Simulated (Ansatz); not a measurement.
ZrN:
```
ZrN
1.0
    3.14306     0.00000     0.00000
   -1.57153     2.72197     0.00000
    0.00000     0.00000     5.40694
Zr N
2 2
Direct
  0.66667   0.33333   0.75000
  0.33333   0.66667   0.25000
  0.00000   0.00000   0.00000
  0.00000   0.00000   0.50000
```

Relaxed with LDA. Special points in fractions of this cell's reciprocal vectors: Γ (0.000, 0.000, 0.000); M (0.500, 0.000, 0.000); K (0.333, 0.333, 0.000); A (0.000, 0.000, 0.500); L (0.500, 0.000, 0.500); H (0.333, 0.333, 0.500).

**Question.** List the band energies nearest the Fermi level at these points for plane-wave PAW LDA (Ansatz code).

**Answer.** In eV from the Fermi level; about four levels below and three above (degenerate sets whole), none deeper than 8.9 eV; points with the same levels are listed once.

| k | below | above |
|---|---|---|
| Γ | -3.43 -3.43 -1.40 -0.65 | 0.51 0.51 1.52 1.52 |
| M | -5.14 -2.85 -2.58 -2.06 | 2.51 2.57 4.03 |
| K | -5.43 -5.43 -5.13 -5.13 -3.06 | 0.15 0.15 3.80 3.80 |
| A | -4.20 -4.20 -4.20 -4.20 | 1.79 1.79 2.55 2.55 2.55 2.55 |
| L | -4.19 -4.19 -0.01 -0.01 | 4.21 4.21 4.37 4.37 |
| H | -4.63 -4.63 -3.63 -3.63 | 0.49 0.49 2.74 2.74 |

Space group P6_3/mmc (NiAs type). The workflow started from a Materials Project entry (that database holds measured and hypothetical structures alike); the Crystallography Open Database copy checked does not list it. It is not the phase usual at ambient conditions (space group No. 225). The cell was relaxed with LDA under the symmetry of its start; of distortions, only those at the zone centre were tested. The run is not spin-polarised. Scalar-relativistic: spin–orbit coupling is off unless named, which matters more the heavier the elements.

Potentials: the later of the program's two PAW sets.
